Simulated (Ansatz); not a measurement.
## Parallel or opposed moments in NiO (Fm-3m)?

Level of theory: LDA+U, U = 5.0 eV, J = 0.9 eV (Liechtenstein form) on Ni d, fully localised double counting, scalar-relativistic datasets, 420 eV, PAW set soft_2 (made for PBE), 8×8×8 mesh, Gaussian smearing of 0.05 eV; plane-wave PAW code Ansatz.

```xyz
4
Lattice="0.0000 2.0913 2.0913 2.0913 0.0000 2.0913 4.1826 4.1826 0.0000" Properties=species:S:1:pos:R:3 pbc="T T T"
Ni    0.0000    0.0000    0.0000
O     2.0913    2.0913    2.0913
Ni    2.0913    2.0913    0.0000
O     4.1826    4.1826    2.0913
```

The structure is that of a cell as deposited in COD, unrelaxed. The cell shown is twice the primitive one, so that more magnetic patterns fit.

Cell and atoms stay fixed; no spin–orbit coupling. The cell holds two magnetic ions, atoms 1 and 3, and the lowest free states with their moments parallel and opposed are compared.

Task: Which order lies lower, by how much, and what else changes?

Result: The opposed one, by 74.7 meV/atom (149 meV per magnetic ion). Parallel: gap 1.08 eV, moments Ni 1.66; O 0.26 μB (cell 4.00 μB), pressure -7.2 GPa. Opposed: gap 2.55 eV, moments Ni 1.58, -1.58 μB, pressure -10.8 GPa.

Both states fill the shells alike (parallel: Ni 5↑ 3↓, 8.31 e; opposed: Ni 5↑ 3↓, 8.35 e; Ni 3↑ 5↓, 8.35 e; their occupation matrices agree within 0.15, spins exchanged on the turned ion), so they differ in the order of the moments and not in the filling. A natural orbital (eigenvector of a shell's occupation matrix) is counted as filled above 0.75 (0.9 in a metal) and as partly filled from 0.35 up to that; ↑ and ↓ are the spin channels. The gap is wider by 1.47 eV with opposed moments; with parallel ones the gaps within each spin are 2.06 and 2.46 eV. With spin off the cell lies 726.6 meV/atom from the lower state (gap zero (metallic)).

In the opposed pattern, atom 1 has 6 of its 12 magnetic neighbours at 2.96 Å, 6 of 6 at 4.18 Å, 12 of 24 at 5.12 Å, 0 of 12 at 5.92 Å turned against it; the energy difference holds only the couplings to turned neighbours. In the rock-salt arrangement the straight metal–anion–metal paths join second neighbours, and this pattern turns all six (type II order, ferromagnetic (111) planes).

In the lower state the fixed cell carries a pressure of -11 GPa (the cell is larger than this level of theory would relax to); relaxing would change energies and could change the order of close states.

Measured magnetic order: antiferromagnetic, with a Néel temperature of 524 K (quoted in “Observation and resonant x-ray optical interpretation of multi-atom resonant photoemission effects in O 1s emission from NiO”, 2006, arxiv:cond-mat/0609101). The lowest state here has opposed moments too, though the pattern run needn't be the measured one.

Only these patterns were run; an order that needs another cell may lie lower. At this level the cell was started in 18 ways, of which 1 didn't converge. For metallic states the mesh is coarse, so energy differences carry some meV/atom. The value of U was drawn from a range and not derived for this compound; another value can change gaps, moments and the order of states. A gap on the mesh alone may shrink between mesh points.
